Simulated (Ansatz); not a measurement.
SiRu₃ in space group Fm-3m (No. 225; Si on 4a, Ru on 4b, Ru on 8c) at seven volumes, DFT-PBE in the program Ansatz with PAW potentials, scaled uniformly. One row is withheld.

```csv
V (Å³/atom),P (GPa)
12.379,30.91
12.787,18.80
13.195,8.60
13.604,0.00
14.012,-7.23
14.420,-13.31
14.828,?
```

**Question.** Fit the shown pressures and predict the withheld one.

**Answer.** P = (3/2)B₀(x^(7/2) − x^(5/2))[1 + (3/4)(B′ − 4)(x − 1)] with x = (V₀/V)^(2/3). Least squares on the six rows gives V₀ = 13.604 Å³/atom, B₀ = 262 GPa, B′ = 4.71. At V = 14.828, x = 0.9442 and P = -18.44 GPa. The run itself gave -18.40 GPa.

The cell is a constructed one: a structure type filled with these elements; neither database checked (COD, Materials Project) lists it. Whether it is the stable phase at ambient conditions was not checked. The PBE relaxation kept the symmetry of its start; whether a distortion lowers the energy is not shown. The run is not spin-polarised.

Potentials: the later of the program's two PAW sets.
